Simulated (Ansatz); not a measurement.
This Ba2B structure is the end of a relaxation. The cell was found from a structure generator's guess, not taken from experiment.

The calculation used DFT PBE, scalar-relativistic, plane waves, PAW (Ansatz 0.2.0). Cutoff 420 eV, Γ-centred mesh, Gaussian smearing, no spin polarisation.

```xyz
3
Lattice="0.0000 3.7058 3.7058 3.7058 0.0000 3.7058 3.7058 3.7058 0.0000" Properties=species:S:1:pos:R:3 pbc="T T T"
Ba    1.8529    1.8529    1.8529
Ba    5.5586    5.5586    5.5586
B     0.0000    0.0000    0.0000
```

Energies over the elements count from the elements' standard structures at the same level, with no fitted energy shifts.

Question: What space group does it have?

Answer: Fm-3m (No. 225), the anti-fluorite type. Conventional cell: a = 7.412 Å. Around Ba lie 4 B at 3.21 Å and 6 Ba at 3.71 Å; B is surrounded by 8 Ba at 3.21 Å.

Question: What is its formation energy per atom?

Answer: +0.62 eV/atom. The separate elements lie lower, so it is unstable against them.

Question: Is it a metal?

Answer: Yes, bands cross the Fermi level on the 12×12×12 mesh.

The last run used a 12×12×12 mesh for its 3-atom cell and Gaussian smearing of 0.10 eV. The cell is a metal run without spin; a magnetic state may lie lower. A structure relaxed within its symmetry needn't be a true minimum.
